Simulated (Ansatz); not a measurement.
The relaxed structure here is a generated cell of Ti: the first start was made by placing the elements on the sites of a structure type, and the end was not matched to a known phase here, so it may be hypothetical. Known forms of Ti include space group No. 194.

A relaxed cell of Ti (I4/mmm (No. 139)), relaxed on a k-mesh at least as fine as the one used below. Calculation: PBEsol (plane waves to 420 eV, PAW, scalar-relativistic; Ansatz, an electronic-structure program). Γ-centred k-mesh 15×15×15 on the run's cell (coarser than for final values), Fermi–Dirac smearing 0.05 eV.

```
CELL_PARAMETERS angstrom
     -3.37257     3.37257     2.90728
      0.00000     0.00000     2.90728
      1.68628     1.68628    -1.45364
ATOMIC_POSITIONS crystal
  Ti 0.00000 0.50000 0.00000
  Ti 0.50000 0.50000 0.00000
```

The atoms are displaced along an unstable phonon of this cell by (Å):

| atom | ux | uy | uz |
|---|---|---|---|
| Ti1 | -0.106 | -0.106 | 0.000 |
| Ti2 | 0.106 | 0.106 | 0.000 |

Q: What forces (eV/Å) and pressure result?

A: 
```tsv
atom	Fx	Fy	Fz
Ti1	-0.18	-0.18	0.00
Ti2	0.18	0.18	0.00
```

Pressure +0.5 GPa.

The undisplaced cell is probably no minimum: from this displacement the run went on to P6₃/mmc (No. 194), 0.09 eV/atom below it.

No spin polarisation in the result.
